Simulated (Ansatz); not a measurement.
## From the elastic tensor of Ir at 35 GPa (stress–strain coefficients) to moduli and sound speeds

Theory: DFT LDA, scalar-relativistic, plane waves, PAW (Ansatz). Cutoff 420 eV, 20×20×20 k-points (Γ-centred), Fermi-Dirac smearing of 0.15 eV. No spin polarisation.

It takes space group Fm-3m (No. 225, cubic). Conventional cell: a = 3.722 Å, b = 3.722 Å, c = 3.722 Å, α = 90.00°, β = 90.00°, γ = 90.00°. Ir (site symmetry m-3m) has 12 Ir at 2.63 Å as nearest neighbours.

In a metal, frequencies and elastic constants depend on the k mesh and the smearing, soft modes and shear constants most. Spin–orbit coupling is left out, which can shift energies with elements as heavy as these. Other phases may be more stable at this pressure.

Relaxed-ion constants (GPa, on the Cartesian axes of the calculation):
C11 = 893.0, C12 = 406.5, C13 = 406.5, C22 = 893.0, C23 = 406.5, C33 = 893.0, C44 = 387.0, C55 = 387.0, C66 = 387.0 GPa; the others vanish.

Density 24.769 g/cm³; 1 atom in 12.89 Å³.

The values that follow are for a polycrystal of randomly turned grains, by Hill's mean where one number stands.

With S = C⁻¹: B_V = (C11+C22+C33+2(C12+C13+C23))/9, G_V = (C11+C22+C33−C12−C13−C23+3(C44+C55+C66))/15, 1/B_R = S11+S22+S33+2(S12+S13+S23), 15/G_R = 4(S11+S22+S33−S12−S13−S23)+3(S44+S55+S66); Hill is their mean. Then v_l = √((B+4G/3)/ρ), v_t = √(G/ρ), v_m = [(2/v_t³+1/v_l³)/3]^(−1/3) and Θ = (ħ/k_B)·v_m·(6π²n/V)^(1/3) for n atoms in the volume V; E = 9BG/(3B+G), ν = (3B−2G)/(2(3B+G)) and A^U = 5G_V/G_R + B_V/B_R − 6.

```
Bulk modulus, Voigt / Reuss / Hill          : 568.7 / 568.7 / 568.7 GPa
Shear modulus, Voigt / Reuss / Hill         : 329.5 / 313.0 / 321.3 GPa
Young's modulus                             : 811 GPa
Poisson ratio                               : 0.262
Pugh ratio B/G                              : 1.77
Universal anisotropy index                  : 0.26
Longitudinal and transverse sound speeds    : 6345 and 3601 m/s
Debye temperature from the mean sound speed : 508 K
```

Cost: 1 run of about 0.58 core-minutes, on Intel Xeon 6975P-C (Granite Rapids) (shared hosts).